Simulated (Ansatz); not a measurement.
Te2W:
```xyz
6
Lattice="3.4754 0.0000 0.0000 -1.7377 3.0098 0.0000 0.0000 0.0000 13.8318" Properties=species:S:1:pos:R:3 pbc="T T T"
Te     0.0000     2.0065    12.1776
Te     1.7377     1.0033     1.6542
Te     1.7377     1.0033     5.2617
Te     0.0000     2.0065     8.5701
W      0.0000     2.0065     3.4579
W      1.7377     1.0033    10.3738
```

Relaxed with LDA.

Task: Which orbitals make up the states near the band edges in DFT-LDA in the program Ansatz with PAW potentials?

Result: Top 1 eV of the valence band: W 5d 52 %, Te 5p 42 %. Bottom 1 eV of the conduction band: W 5d 66 %, Te 5p 24 %, outside the projected shells 5 %. Projections are on Löwdin-orthogonalised atomic valence shells; empty p or d shells of many metals are not among them.

Task: Tabulate the density of states.

Result: States/eV per cell of 6 atoms, in 0.25 eV bins, energy from the valence-band maximum.

| E (eV) | total | Te 5p | W 5d | W 6s |
|---|---|---|---|---|
| -7.85 | 0.00 | 0.00 | 0.00 | 0.00 |
| -7.60 | 0.00 | 0.00 | 0.00 | 0.00 |
| -7.35 | 0.00 | 0.00 | 0.00 | 0.00 |
| -7.10 | 0.00 | 0.00 | 0.00 | 0.00 |
| -6.85 | 0.00 | 0.00 | 0.00 | 0.00 |
| -6.60 | 0.07 | 0.05 | 0.01 | 0.01 |
| -6.35 | 0.87 | 0.61 | 0.11 | 0.10 |
| -6.10 | 1.86 | 1.29 | 0.25 | 0.21 |
| -5.85 | 2.34 | 1.59 | 0.35 | 0.26 |
| -5.60 | 3.70 | 2.46 | 0.64 | 0.41 |
| -5.35 | 3.45 | 2.23 | 0.75 | 0.25 |
| -5.10 | 5.96 | 4.22 | 1.38 | 0.11 |
| -4.85 | 4.15 | 2.82 | 1.00 | 0.11 |
| -4.60 | 2.94 | 1.95 | 0.63 | 0.15 |
| -4.35 | 2.39 | 1.51 | 0.51 | 0.15 |
| -4.10 | 5.19 | 3.27 | 1.35 | 0.18 |
| -3.85 | 3.83 | 2.40 | 1.02 | 0.13 |
| -3.60 | 6.03 | 3.59 | 1.82 | 0.15 |
| -3.35 | 3.50 | 2.15 | 1.07 | 0.07 |
| -3.10 | 4.69 | 2.88 | 1.51 | 0.06 |
| -2.85 | 4.98 | 2.79 | 1.92 | 0.04 |
| -2.60 | 4.84 | 2.40 | 2.23 | 0.04 |
| -2.35 | 3.81 | 1.94 | 1.67 | 0.04 |
| -2.10 | 6.88 | 3.94 | 2.47 | 0.06 |
| -1.85 | 7.70 | 4.12 | 3.16 | 0.04 |
| -1.60 | 7.06 | 3.79 | 2.85 | 0.05 |
| -1.35 | 5.94 | 2.96 | 2.66 | 0.05 |
| -1.10 | 4.06 | 1.60 | 2.32 | 0.01 |
| -0.85 | 3.76 | 1.57 | 2.01 | 0.02 |
| -0.60 | 7.78 | 3.32 | 3.99 | 0.14 |
| -0.35 | 3.53 | 1.47 | 1.83 | 0.06 |
| -0.10 | 0.69 | 0.23 | 0.41 | 0.01 |
| 0.15 | 0.00 | 0.00 | 0.00 | 0.00 |
| 0.40 | 0.00 | 0.00 | 0.00 | 0.00 |
| 0.65 | 0.00 | 0.00 | 0.00 | 0.00 |
| 0.90 | 0.52 | 0.15 | 0.32 | 0.01 |
| 1.15 | 2.32 | 0.55 | 1.53 | 0.07 |
| 1.40 | 4.09 | 0.94 | 2.72 | 0.12 |
| 1.65 | 6.11 | 1.47 | 4.09 | 0.16 |
| 1.90 | 9.42 | 2.04 | 6.53 | 0.37 |
| 2.15 | 6.16 | 1.90 | 3.58 | 0.19 |
| 2.40 | 5.88 | 2.37 | 2.93 | 0.08 |
| 2.65 | 6.03 | 2.62 | 2.79 | 0.07 |
| 2.90 | 4.12 | 1.87 | 1.57 | 0.22 |
| 3.15 | 3.06 | 1.36 | 0.99 | 0.31 |
| 3.40 | 4.35 | 2.08 | 1.47 | 0.27 |
| 3.65 | 6.49 | 2.70 | 2.21 | 0.64 |
| 3.90 | 3.38 | 1.35 | 0.97 | 0.49 |
| 4.15 | 3.48 | 1.41 | 1.04 | 0.42 |
| 4.40 | 2.23 | 0.80 | 0.54 | 0.39 |
| 4.65 | 2.49 | 0.72 | 0.48 | 0.52 |
| 4.90 | 1.74 | 0.53 | 0.37 | 0.35 |
| 5.15 | 1.66 | 0.40 | 0.22 | 0.39 |
| 5.40 | 1.50 | 0.28 | 0.10 | 0.36 |

Space group P6_3/mmc. The workflow started from a Materials Project entry (that database holds measured and hypothetical structures alike); the Crystallography Open Database copy checked does not list it. COD files the formula under space group No. 31, so this cell is another polymorph or a model. Its standing as an ambient phase is unchecked. Symmetry was held in the LDA relaxation; whether a distortion lowers the energy is not shown. No spin polarisation was allowed. A crystal of weakly bound layers computed without a dispersion correction: the cell and the soft elastic constants depend strongly on that. Spin–orbit coupling is left out wherever it is not named.

Potentials: the later of the program's two PAW sets.
